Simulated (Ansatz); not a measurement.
The start is a relaxed Ni cell, doubled along one cell vector, shaken by Gaussian noise of σ = 0.08 Å a coordinate. The structure is fully relaxed (lattice and positions, P = 0) with PBE (plane waves to 420 eV, PAW, scalar-relativistic; Ansatz, a program for electronic structure). The first steps use a coarse 14×7×14 k-mesh.

Initial structure:
```yaml
crystal:
  lattice:
    - [2.32979, 0.00000, 0.00000]
    - [0.00000, 4.65959, 0.00000]
    - [0.00000, 0.00000, 2.32979]
  atoms:
    - { symbol: Ni, position: [0.53894, 0.22254, 0.47787] }
    - { symbol: Ni, position: [0.55367, 0.74899, 0.55019] }
```
Spin-polarised start, with parallel moments on Ni.

### Question
Which atoms feel the largest initial force, and how large is it?

### Answer
0.92 eV/Å, on Ni1, Ni2 (atoms numbered as listed).

### Question
By how much does the energy per atom fall from start to end?

### Answer
0.72 eV/atom.

### Question
Is the parent structure recovered?

### Answer
It does not go back: it reaches Fm-3m (No. 225), fcc (Cu type), 0.71 eV/atom below the parent.

### Question
How do the shortest distances between atoms change?

### Answer
The closest pairs of elements (up to four, under 3.6 Å), start → end: Ni–Ni 2.21 → 2.49 Å.

### Question
What band gap does the relaxed structure have at this level?

### Answer
Zero (metallic).

### Question
What magnetic moments remain?

### Answer
Net 0.63 μB/atom, ferromagnetic.

Final values are on a 23×23×23 k-mesh of the relaxed cell. Spin state reached: ferromagnetic (net 0.63 μB/atom), from parallel starting moments; other spin orders were not run from this start.

The run could not lose the symmetry of its start.

Of the parent cell (Pm-3m (No. 221)): it is a generated cell of Ni: the first start was made by placing the elements on the sites of a structure type, and the end was not matched to a known phase here, so it may be hypothetical. Known forms of Ni include space group No. 225.
